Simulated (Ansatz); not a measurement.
## Calculated coordination and ¹⁷O quadrupole coupling for TiO₂ under strain

Cell: a COD entry, relaxed with PBE at fixed cell and then changed (z stretched by 1 %, ions relaxed).

```
Ti O
1.0
     5.14500    0.00000    0.00000
     0.00000    9.18500    0.00000
     0.00000    0.00000    5.50147
Ti O
8 16
Direct
  0.13861 0.12897 0.90645
  0.63861 0.37103 0.09355
  0.86139 0.62897 0.59355
  0.36139 0.87103 0.40645
  0.86139 0.87103 0.09355
  0.36139 0.62897 0.90645
  0.13861 0.37103 0.40645
  0.63861 0.12897 0.59355
  0.46411 0.23017 0.89109
  0.96411 0.26983 0.10891
  0.53589 0.73017 0.60891
  0.03589 0.76983 0.39109
  0.53589 0.76983 0.10891
  0.03589 0.73017 0.89109
  0.46411 0.26983 0.39109
  0.96411 0.23017 0.60891
  0.81531 0.00974 0.85186
  0.31531 0.49026 0.14814
  0.18469 0.50974 0.64814
  0.68469 0.99026 0.35186
  0.18469 0.99026 0.14814
  0.68469 0.50974 0.85186
  0.81531 0.49026 0.35186
  0.31531 0.00974 0.64814
```

Atoms are numbered from 1 in the order listed; like atoms form one site, named after its first atom.

All values are calculated (Ansatz; DFT, PBE, plane waves and PAW, scalar-relativistic, 420 eV cutoff, Γ-centred 5×3×5 k-points, Fermi–Dirac smearing 0.02 eV), not measured.

Q(¹⁷O) = -25.58 mb.

Task: Order the O environments from the weakest to the strongest quadrupole coupling.
A. O17: 3 Ti at 1.86–2.01 Å
B. O9: 3 Ti at 1.92–2.09 Å

Result: A (1.27 MHz, η = 0.85), B (1.50 MHz, η = 0.88).

Like point charges on the first shell alone (each adding as 1/d³) would put O17 above O9: the covalent part of each bond and the atoms beyond the first shell count as well.
